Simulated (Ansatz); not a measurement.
**TiNi: two-dimensional strain map**

These are results of Ansatz 0.2.0, DFT PBEsol, scalar-relativistic, plane waves, PAW, not measurements. Cutoff 420 eV, Γ-centred 18×18×14 k-points, Gaussian smearing of 0.15 eV. No spin polarisation. A magnetic state may lie lower. Energies are free energies at this smearing, counted from the undisturbed cell; pressure is positive in compression.

Reference structure (as given, not relaxed at this level; it stands at -6.3 GPa, and it needn't be the usual structure):

```yaml
crystal:
  lattice:
    - [2.73580, 0.00000, 0.00000]
    - [0.00000, 2.73580, 0.00000]
    - [0.00000, 0.00000, 3.58141]
  atoms:
    - { symbol: Ti, position: [0.50000, 0.50000, 0.50000] }
    - { symbol: Ni, position: [0.00000, 0.00000, 0.00000] }
```

The cell is strained by p along both x and y and by q along z, fractional coordinates fixed. Points are written (p, q).

Energy above the undisturbed cell in meV/atom (a dash: not computed):

| p \ q | -0.050 | -0.025 | 0.000 | 0.050 |
| --- | --- | --- | --- | --- |
| -0.050 | 88.6 | 47.2 | 22.3 | 16.5 |
| 0.000 | ? | – | 0.0 | ? |
| 0.050 | 23.3 | – | 98.3 | 198.6 |

(1) Fill in the withheld energies.

Results:

(1) (0.000, -0.050): -10.4; (0.000, 0.050): 51.7.